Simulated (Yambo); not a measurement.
A G0W0@PBEsol run in Yambo for Mg₃ZnO₄ (space group Pm-3m, No. 221) (4×4×4 Γ-centred k mesh, bands 8 to 167 and a 8 Ry block in the screening, 167 bands in G with the Bruneval-Gonze terminator, plasmon pole fitted at 27.2 eV) gives these matrix elements, in eV, at the band edges (R → Γ):

```csv
state,E0,<Vxc>,<Σx>,<Σc(E0)>,Z
valence edge,0.000,-24.251,-29.832,4.239,0.796
conduction edge,2.096,-14.470,-10.194,-3.270,0.840
```

### Question
Solve the linearised quasiparticle equation for both states, give the gap, and say how exchange and correlation each act on it.

### Answer
E = E0 + Z(Σx + Σc − Vxc). Valence: 0.000 + 0.796 × (-29.832 + (4.239) − (-24.251)) = -1.07 eV. Conduction: 2.096 + 0.840 × (-10.194 + (-3.270) − (-14.470)) = 2.94 eV. The gap is 4.01 eV, against 2.10 eV in PBEsol. Replacing Vxc by bare exchange alone would open it by 9.86 eV; correlation takes back 7.51 eV of that, and Z scales what is left. Nearest settings tried, and what they do to the gap: 114 bands in G: +18 meV; 114 bands in W, 114 bands in G: +96 meV; 7 Ry block (179 vectors against 251): -37 meV; 2×2×2 mesh: -91 meV. So the settings aren't converged at that level. Oxides, nitrides and fluorides with a shallow 3d shell are known to need far more bands and larger blocks. 

Geometry of the Materials Project entry, not relaxed at this level; primitive cell a = b = c = 4.2801 Å, α = β = γ = 90.00°.

The structure is a Materials Project entry; no match was found in the copy of COD used, and its stability was not checked.
